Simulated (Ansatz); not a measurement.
These are results of DFT PBE, scalar-relativistic, plane waves, PAW in Ansatz 0.2.0, not measurements. Settings: cutoff 420 eV, Γ-centred meshes spaced at most about 0.3 Å⁻¹, and about 0.25 Å⁻¹ or finer for metals (2π included), Gaussian smearing. Collinear spin in cells that started with moments and kept them past the coarse steps, no spin elsewhere.

Temperature and zero-point effects are left out. All come from trial cells, and lower structures may exist.

Problem. Order these relaxed structures of Ti5C by energy, lowest first, with the energy over the lowest of them.
1.

```cif
data_structure
_symmetry_space_group_name_H-M 'P6/mmm'
_symmetry_Int_Tables_number 191
_cell_length_a 4.7907
_cell_length_b 4.7907
_cell_length_c 7.3789
_cell_angle_alpha 90.000
_cell_angle_beta 90.000
_cell_angle_gamma 120.000
_cell_volume 146.66
loop_
_atom_site_label
_atom_site_type_symbol
_atom_site_symmetry_multiplicity
_atom_site_Wyckoff_symbol
_atom_site_fract_x
_atom_site_fract_y
_atom_site_fract_z
_atom_site_occupancy
Ti1 Ti 2 e 0.00000 0.00000 0.25860 1
Ti2 Ti 3 f 0.50000 0.00000 0.00000 1
C1 C 1 a 0.00000 0.00000 0.00000 1
```

2.

```cif
data_structure
_symmetry_space_group_name_H-M 'P6/mmm'
_symmetry_Int_Tables_number 191
_cell_length_a 4.8696
_cell_length_b 4.8696
_cell_length_c 5.3574
_cell_angle_alpha 90.000
_cell_angle_beta 90.000
_cell_angle_gamma 120.000
_cell_volume 110.02
loop_
_atom_site_label
_atom_site_type_symbol
_atom_site_symmetry_multiplicity
_atom_site_Wyckoff_symbol
_atom_site_fract_x
_atom_site_fract_y
_atom_site_fract_z
_atom_site_occupancy
Ti1 Ti 2 c 0.33333 0.66667 0.00000 1
Ti2 Ti 3 g 0.50000 0.00000 0.50000 1
C1 C 1 b 0.00000 0.00000 0.50000 1
```

3.

```cif
data_structure
_symmetry_space_group_name_H-M 'P6/mmm'
_symmetry_Int_Tables_number 191
_cell_length_a 4.5169
_cell_length_b 4.5169
_cell_length_c 4.9235
_cell_angle_alpha 90.000
_cell_angle_beta 90.000
_cell_angle_gamma 120.000
_cell_volume 86.99
loop_
_atom_site_label
_atom_site_type_symbol
_atom_site_symmetry_multiplicity
_atom_site_Wyckoff_symbol
_atom_site_fract_x
_atom_site_fract_y
_atom_site_fract_z
_atom_site_occupancy
Ti1 Ti 4 h 0.33333 0.66667 0.75040 1
Ti2 Ti 1 a 0.00000 0.00000 0.00000 1
C1 C 1 b 0.00000 0.00000 0.50000 1
```

4.

```cif
data_structure
_symmetry_space_group_name_H-M 'P-62m'
_symmetry_Int_Tables_number 189
_cell_length_a 5.4229
_cell_length_b 5.4229
_cell_length_c 3.5343
_cell_angle_alpha 90.000
_cell_angle_beta 90.000
_cell_angle_gamma 120.000
_cell_volume 90.01
loop_
_atom_site_label
_atom_site_type_symbol
_atom_site_symmetry_multiplicity
_atom_site_Wyckoff_symbol
_atom_site_fract_x
_atom_site_fract_y
_atom_site_fract_z
_atom_site_occupancy
Ti1 Ti 3 f 0.00000 0.27670 0.00000 1
Ti2 Ti 2 d 0.66667 0.33333 0.50000 1
C1 C 1 b 0.00000 0.00000 0.50000 1
```

Solution. 4 (0 meV/atom), 3 (287 meV/atom), 1 (653 meV/atom), 2 (673 meV/atom). Forms: 4 P-62m, no spin; 3 P6/mmm, no spin; 1 P6/mmm, no spin; 2 P6/mmm, moments up to 1.3 μB. Counting Ti atoms around C (those within 1.25 times the shortest such distance or 1.15 times the sum of covalent radii, 1.27 where that leaves under three; a plus sign parts nearer from farther groups): cell 4 has C 6; cell 3 has C 2+12; cell 1 has C 2+6; cell 2 has C 6. Even the lowest lies +0.31 eV/atom against the elements.

A magnetic state wasn't ruled out in cells without spin, among them P6/mmm at 24.4 Å³/atom. The magnetic state reached may not be the lowest. Cells relaxed within their symmetry can be saddle points. Some candidate types were left out of the draw beforehand, so a known form may be missing.
